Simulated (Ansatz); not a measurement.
GaAs:
```yaml
crystal:
  lattice:
    - [0.00000, 2.80139, 2.80139]
    - [2.80139, 0.00000, 2.80139]
    - [2.80139, 2.80139, 0.00000]
  atoms:
    - { symbol: As, position: [0.75000, 0.75000, 0.75000] }
    - { symbol: Ga, position: [0.00000, 0.00000, 0.00000] }
```

x, y and z are the axes in which the lattice vectors are written.

Q: Give the proper piezoelectric stress tensor with relaxed ions from plane-wave PAW LDA (Ansatz code).

A: In C/m², rows x, y, z, Voigt columns; mesh uncertainty up to 0.01.
```
0.00  0.00  0.00  0.23  0.00  0.00
0.00  0.00  0.00  0.00  0.23  0.00
0.00  0.00  0.00  0.00  0.00  0.23
```

The elastic tensor of the same run (GPa):

|  | 1 | 2 | 3 | 4 | 5 | 6 |
|---|---|---|---|---|---|---|
| 1 | 117 | 53.1 | 53.1 | 0.0 | 0.0 | 0.0 |
| 2 | 53.1 | 117 | 53.1 | 0.0 | 0.0 | 0.0 |
| 3 | 53.1 | 53.1 | 117 | 0.0 | 0.0 | 0.0 |
| 4 | 0.0 | 0.0 | 0.0 | 58.6 | 0.0 | 0.0 |
| 5 | 0.0 | 0.0 | 0.0 | 0.0 | 58.6 | 0.0 |
| 6 | 0.0 | 0.0 | 0.0 | 0.0 | 0.0 | 58.6 |

Q: Convert to strain constants d = e·S.

A: In pC/N:
```
0.0  0.0  0.0  3.9  0.0  0.0
0.0  0.0  0.0  0.0  3.9  0.0
0.0  0.0  0.0  0.0  0.0  3.9
```

Space group F-43m (zinc blende). The LDA relaxation kept the symmetry of its start; phonons on a q-mesh show no instability.

Potentials: the later of the program's two PAW sets.
